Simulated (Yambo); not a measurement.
Convergence of the G0W0 gap of TiO2

G0W0@PBEsol for TiO₂ (space group Pbcn, No. 60) in Yambo. Reference settings: 4×2×2 Γ-centred k mesh, bands 5 to 253 and a 8 Ry block in the screening, 253 bands in G with the Bruneval-Gonze terminator, plasmon pole fitted at 27.2 eV. The PBEsol gap Γ → (0, 0, -0.5) on this mesh is 2.60 eV; G0W0 gaps are taken between the same points.

```json
[
 {"change from the reference": "reference settings", "G0W0 gap Γ → (0, 0, -0.5) (eV)": "4.04", "shift of the valence edge (eV)": "-0.20", "rough Yambo cost": "1"},
 {"change from the reference": "171 bands in W, 171 bands in G", "G0W0 gap Γ → (0, 0, -0.5) (eV)": "4.05", "shift of the valence edge (eV)": "-0.14", "rough Yambo cost": "within a factor of two"},
 {"change from the reference": "109 bands in G", "G0W0 gap Γ → (0, 0, -0.5) (eV)": "4.00", "shift of the valence edge (eV)": "-0.18", "rough Yambo cost": "–"},
 {"change from the reference": "171 bands in G", "G0W0 gap Γ → (0, 0, -0.5) (eV)": "4.03", "shift of the valence edge (eV)": "-0.20", "rough Yambo cost": "–"},
 {"change from the reference": "130 bands in W", "G0W0 gap Γ → (0, 0, -0.5) (eV)": "4.07", "shift of the valence edge (eV)": "-0.08", "rough Yambo cost": "about 1/2"},
 {"change from the reference": "3 Ry block", "G0W0 gap Γ → (0, 0, -0.5) (eV)": "4.38", "shift of the valence edge (eV)": "-0.20", "rough Yambo cost": "within a factor of two"},
 {"change from the reference": "7 Ry block", "G0W0 gap Γ → (0, 0, -0.5) (eV)": "4.04", "shift of the valence edge (eV)": "-0.18", "rough Yambo cost": "within a factor of two"},
 {"change from the reference": "pole fitted at 10 eV", "G0W0 gap Γ → (0, 0, -0.5) (eV)": "3.99", "shift of the valence edge (eV)": "-0.09", "rough Yambo cost": "–"},
 {"change from the reference": "no random integration", "G0W0 gap Γ → (0, 0, -0.5) (eV)": "4.02", "shift of the valence edge (eV)": "-0.18", "rough Yambo cost": "–"},
 {"change from the reference": "2×2×2 mesh", "G0W0 gap Γ → (0, 0, -0.5) (eV)": "4.06", "shift of the valence edge (eV)": "-0.19", "rough Yambo cost": "about 1/3"},
 {"change from the reference": "109 bands in G, no terminator", "G0W0 gap Γ → (0, 0, -0.5) (eV)": "4.12", "shift of the valence edge (eV)": "0.49", "rough Yambo cost": "–"},
 {"change from the reference": "no terminator", "G0W0 gap Γ → (0, 0, -0.5) (eV)": "4.14", "shift of the valence edge (eV)": "0.01", "rough Yambo cost": "–"}
]
```

The reference isn't shown to be the converged limit. Costs are rough (shared machines), scaled to the same edge states, and given only for runs that recompute the screening.

Geometry of the Materials Project entry, not relaxed at this level; primitive cell a = 4.5454 Å, b = 5.5196 Å, c = 4.9092 Å, α = β = γ = 90.00°.

This is not the ordinary phase of the substance; no match was found in the copy of COD used, and its stability was not checked.

A shift is the quasiparticle energy of the state minus its PBEsol energy.
